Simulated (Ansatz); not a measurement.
Rb$_{2}$Te$_{2}$Pt:
```
CELL_PARAMETERS angstrom
     -2.00956     4.08824     5.38356
      2.00956    -4.08824     5.38356
      2.00956     4.08824    -5.38356
ATOMIC_POSITIONS crystal
  Rb 0.70247 0.20247 0.50000
  Rb 0.29753 0.79753 0.50000
  Te 0.21332 0.50000 0.71332
  Te 0.78668 0.50000 0.28668
  Pt 0.00000 0.00000 0.00000
```

Relaxed with r²SCAN.

**Question.** Give the Bader charges and basin volumes of the independent atoms, r²SCAN in the plane-wave PAW code Ansatz.

**Answer.** 

```csv
atom,Bader charge (e),Bader volume (Å³)
Rb1,+0.78,30.0
Te3,-0.52,43.7
Pt5,-0.52,29.4
```

Space group Immm. The first step of the workflow began from a Materials Project structure, measured or hypothetical; the Crystallography Open Database copy checked does not list it. Its standing as an ambient phase is unchecked. The r²SCAN relaxation kept the symmetry of its start; whether a distortion lowers the energy is not shown. The run is not spin-polarised. Scalar-relativistic: spin–orbit coupling is off unless named, which matters more the heavier the elements.

Potentials: the later of the program's two PAW sets.
